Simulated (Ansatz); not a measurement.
The slice is one period of a {100} plane through atoms; its size isn't given.

The numbers are results of r2SCAN (plane waves to 500 eV, PAW, scalar-relativistic; Ansatz, a quantum-chemistry and plane-wave program), not measurements. Near the nuclei the fields are pseudised (PAW); where an atom keeps semicore shells as valence, they peak there.

```
|99988765321100000000011235678899|
|99987654321100000000011234567899|
|98887654321100000000011234567888|
|88776543321000000000001233456778|
|77665543211000000000001123455667|
|66554432210000000000000122344556|
|55443322110000000000000112233445|
|33333221100000000000000011223333|
|22222111000000000000000001112222|
|21111100000000000000000000011111|
|11110000000000000000000000000111|
|00000000000000000000000000000000|
|00000000000000000000000000000000|
|00000000000000000000000000000000|
|00000000000000000000000000000000|
|00000000000000000000000000000000|
|00000000000000000000000000000000|
|00000000000000000000000000000000|
|00000000000000000000000000000000|
|00000000000000000000000000000000|
|11110000000000000000000000000111|
|21111100000000000000000000011111|
|22222111000000000000000001112222|
|33333221100000000000000011223333|
|55443322110000000000000112233445|
|66554432210000000000000122344556|
|77665543211000000000001123455667|
|88776543321000000000001233456778|
|98887654321100000000011234567888|
|99987654321100000000011234567899|
|99988765321100000000011235678899|
|99998765322100000000012235678999|
```
Scale: ten equal steps from -1.12 (start of '0') to 1.61 (end of '9'), in the order '0123456789'. Values: log₁₀ of the valence density in e/Å³. The map has 32 points along u (one character each, u = 0 at the left) and 32 along v (v = 0 in the bottom row). The scale is logarithmic, as a density can span decades between atoms and voids.

```
|xxxxx@%#+-.    ...    .-+#%@xxxx|
|xxxx@@%#+:.    .:.    .:+#%@@xxx|
|xxxx@@%*=:    .:::.    :=*%@@xxx|
|xx@@@%#+-.    .:-:.    .-+#%@@@x|
|@@@@%#*=:.   .:---:.   .:=*#%@@@|
|@%%%#*=:.    .-===-.    .:=*#%%%|
|###*+=:.    .:-=+=-:.    .:=+*##|
|+++=-:.    .:-=+++=-:.    .:-=++|
|--::.     .:-=+***+=-:.     .::-|
|...      ..-=+**#**+=-..      ..|
|        .:-=+*#####*+=-:.       |
|       .:-=+*#######*+=-:.      |
|     ..:-=+*####%####*+=-:..    |
|   ..:--=+*###%%%%%###*+=--:..  |
|...::-==+**###%%%%%###**+==-::..|
|..::--=++*###%%%%%%%###*++=--::.|
|...::-==+**###%%%%%###**+==-::..|
|   ..:--=+*###%%%%%###*+=--:..  |
|     ..:-=+*####%####*+=-:..    |
|       .:-=+*#######*+=-:.      |
|        .:-=+*#####*+=-:.       |
|...      ..-=+**#**+=-..      ..|
|--::.     .:-=+***+=-:.     .::-|
|+++=-:.    .:-=+++=-:.    .:-=++|
|###*+=:.    .:-=+=-:.    .:=+*##|
|@%%%#*=:.    .-===-.    .:=*#%%%|
|@@@@%#*=:.   .:---:.   .:=*#%@@@|
|xx@@@%#+-.    .:-:.    .-+#%@@@x|
|xxxx@@%*=:    .:::.    :=*%@@xxx|
|xxxx@@%#+:.    .:.    .:+#%@@xxx|
|xxxxx@%#+-.    ...    .-+#%@xxxx|
|xxxxx@@#+-.    ...    .-+#@@xxxx|
```
Scale: ten equal steps from 0.07 (start of ' ') to 0.81 (end of '@'), in the order ' .:-=+*#%@'. Values: electron localisation function (ELF). The map has 32 points along u (one character each, u = 0 at the left) and 32 along v (v = 0 in the bottom row). Points within 0.5 Å of a nucleus are blanked (x), as the pseudised field means little there.

Question: Which relaxed crystal do these maps come from?
A) Cu (fcc, Cu type)
B) Yb (fcc, Cu type)
C) Pd (fcc, Cu type)

Answer: B, Yb (fcc, Cu type). Atoms on the slice: Yb at (0.00, 0.00)

All were relaxed with their symmetry unable to fall. Cu is run without spin polarisation. Pd is run without spin polarisation. The relaxed volume of Yb is well below the measured one. Yb is run without spin polarisation. The filling of the f shell was not checked against other fillings, so treat energies with care. (This holds for the magnetic or f-shell members.)
